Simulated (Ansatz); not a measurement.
Sheets of one type (V2Se2O-type), PBE in the plane-wave PAW code Ansatz; HSE06 gaps on those cells.

```
layer          a (Å)  thickness (Å)
--------  ----------  -------------
Nb2OSeTe       4.125           3.86
Nb2OSTe        4.090           3.63
Nb2OSSe   (withheld)     (withheld)
Cr2OSSe        3.866           3.20
```

**Question.** What belongs in the gaps?

**Answer.** 
- Nb2OSSe, a (Å): 4.059
- Nb2OSSe, thickness (Å): 3.42

Spin orders computed, not proven ground states: Cr2OSSe, V2Se2O-type layer antiferromagnetic. Began spin-polarised and lost the moments: Nb2OSeTe, V2Se2O-type layer; Nb2OSTe, V2Se2O-type layer; Nb2OSSe, V2Se2O-type layer. All cells were relaxed under the symmetry of their starts (and spin orders); stability against distortions was not tested throughout. No Hubbard U is applied. Spin–orbit coupling is left out wherever it is not named. Constructed layers (a layer type filled with these elements): Nb2OSeTe, V2Se2O-type layer; Nb2OSTe, V2Se2O-type layer; Nb2OSSe, V2Se2O-type layer; Cr2OSSe, V2Se2O-type layer.

Potentials: the later of the program's two PAW sets.
